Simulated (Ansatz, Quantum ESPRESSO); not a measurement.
This is a calculation of LaBRh3 for Ansatz 0.2.0. 

Contents of input.yaml:

```yaml
crystal:
  lattice:
    - [4.242, 0.0, 0.0]
    - [0.0, 4.242, 0.0]
    - [0.0, 0.0, 4.242]
  atoms:
    - { symbol: La, position: [0.0, 0.0, 0.0] }
    - { symbol: Rh, position: [0.5, 0.5, 0.0] }
    - { symbol: Rh, position: [0.5, 0.0, 0.5] }
    - { symbol: Rh, position: [0.0, 0.5, 0.5] }
    - { symbol: B, position: [0.5, 0.5, 0.5] }
hamiltonian:
  xc: pbesol
  pseudopotentials: { kind: paw }
kpoints:
  mp_grid: { grid: [6, 6, 6] }
scf:
  occupations: { method: fermi_dirac, width: 0.05 }
output:
  forces: true
  stress: true
  eigenvalues: true
```

Potentials or basis: Ansatz PAW.

The run is started by

```console
$ ansatz run input.yaml --threads 1 --pin off --max-ram 3584MiB --backend cpu --events-out ev --progress --plain --runs-dir out
```

Task: Translate it to Quantum ESPRESSO 7.5. Potentials or basis there: GBRV 1.5 PBEsol, cutoff 612 eV.

Result: As run (cutoffs and basis follow the program's own potentials, and thresholds, step limits or extra output files can differ):

The input pw.in:

```
&CONTROL
  calculation = 'scf'
  prefix = 'pwscf'
  outdir = './tmp'
  pseudo_dir = './pseudo'
  tprnfor = .true.
  tstress = .true.
  disk_io = 'low'
/
&SYSTEM
  ibrav = 0
  nat = 5
  ntyp = 3
  ecutwfc = 45
  ecutrho = 360
  nbnd = 40
  occupations = 'smearing'
  smearing = 'fd'
  degauss = 0.00367493
/
&ELECTRONS
  conv_thr = 1d-09
  electron_maxstep = 120
  mixing_beta = 0.5
/
ATOMIC_SPECIES
La   138.9055 la_pbesol_v1.uspp.F.UPF
Rh   102.9055 rh_pbesol_v1.4.uspp.F.UPF
B     10.8100 b_pbesol_v1.4.uspp.F.UPF
CELL_PARAMETERS angstrom
   4.2420000000    0.0000000000    0.0000000000
   0.0000000000    4.2420000000    0.0000000000
   0.0000000000    0.0000000000    4.2420000000
ATOMIC_POSITIONS crystal
La     0.0000000000    0.0000000000    0.0000000000
Rh     0.5000000000    0.5000000000    0.0000000000
Rh     0.5000000000    0.0000000000    0.5000000000
Rh     0.0000000000    0.5000000000    0.5000000000
B      0.5000000000    0.5000000000    0.5000000000
K_POINTS automatic
6 6 6 0 0 0
```

pp_density.in

```
&INPUTPP
  prefix = 'pwscf'
  outdir = './tmp'
  filplot = 'density.dat'
  plot_num = 0
/
&PLOT
  nfile = 1
  filepp(1) = 'density.dat'
  iflag = 3
  output_format = 6
  fileout = 'density.cube'
/
```

pp_potential.in

```
&INPUTPP
  prefix = 'pwscf'
  outdir = './tmp'
  filplot = 'potential.dat'
  plot_num = 11
/
&PLOT
  nfile = 1
  filepp(1) = 'potential.dat'
  iflag = 3
  output_format = 6
  fileout = 'potential.cube'
/
```

Potentials or basis: GBRV 1.5 PBEsol.

The run is started by

```bash
$ OMP_NUM_THREADS=1 mpirun -n 2 pw.x -nk 2 -in pw.in > pw.out
$ OMP_NUM_THREADS=1 mpirun -n 1 pp.x -in pp_density.in > pp_density.out
$ OMP_NUM_THREADS=1 mpirun -n 1 pp.x -in pp_potential.in > pp_potential.out
```

Both were run:

|  | Ansatz | Quantum ESPRESSO |
| --- | --- | --- |
| Pressure | -2.3 GPa | -2.0 GPa |

Ansatz's pressure holds a Pulay term of +0.09 GPa for its cutoff of 420 eV, which the other run lacks.

The potentials hold 65 and 59 valence electrons a cell.

Ansatz's potentials were made for PBE.

Where Ansatz's input types no cutoff or centring, it takes its own default and a Γ-centred mesh.

Pressure is positive in compression.
